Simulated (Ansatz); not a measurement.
Theory: Ansatz, DFT PBE, scalar-relativistic, plane waves, PAW. Settings of the last relaxation (7-atom cell): 420 eV, 6×6×6 k points, Gaussian smearing of 0.02 eV, no spin polarisation.

Formation energies are uncorrected and count from the elements' standard states at the same level.

**Question.** Give a relaxed trial structure of a cubic semiconductor that holds As and 1 more element, with a gap near 1.1 eV, a formation energy near −0.29 eV/atom and about 29 Å³ per atom, in a cell of 7 atoms. Its symmetry should be P-43m (No. 215).

**Answer.** Hf₃As₄, space group P-43m (No. 215). Hf has 4 As at 2.60 Å; around As lie 3 Hf at 2.60 Å.

```yaml
crystal:
  lattice:
    - [5.86809, 0.00000, 0.00000]
    - [0.00000, 5.86809, 0.00000]
    - [0.00000, 0.00000, 5.86809]
  atoms:
    - { symbol: Hf, position: [0.00000, 0.00000, 0.50000] }
    - { symbol: Hf, position: [0.00000, 0.50000, 0.00000] }
    - { symbol: Hf, position: [0.50000, 0.00000, 0.00000] }
    - { symbol: As, position: [0.26539, 0.26539, 0.26539] }
    - { symbol: As, position: [0.26539, 0.73461, 0.73461] }
    - { symbol: As, position: [0.73461, 0.26539, 0.73461] }
    - { symbol: As, position: [0.73461, 0.73461, 0.26539] }
```

| Quantity | Value |
| --- | --- |
| Volume per atom | 28.87 Å³ |
| Density | 6.86 g/cm³ |
| Formation energy | −0.293 eV/atom |
| Gap on the 6×6×6 mesh of the 7-atom cell | 1.07 eV |

The structure comes from a generated guess, relaxed at this level; another structure or a mixture of phases may lie lower. Other answers may fit too; this one was computed.

Spin–orbit coupling, which can matter for Hf, is left out. Kohn–Sham gaps at this level usually fall short of measured ones. The reference form of As is held partly by dispersion forces, which this level lacks. A structure relaxed within its symmetry needn't be a true minimum.
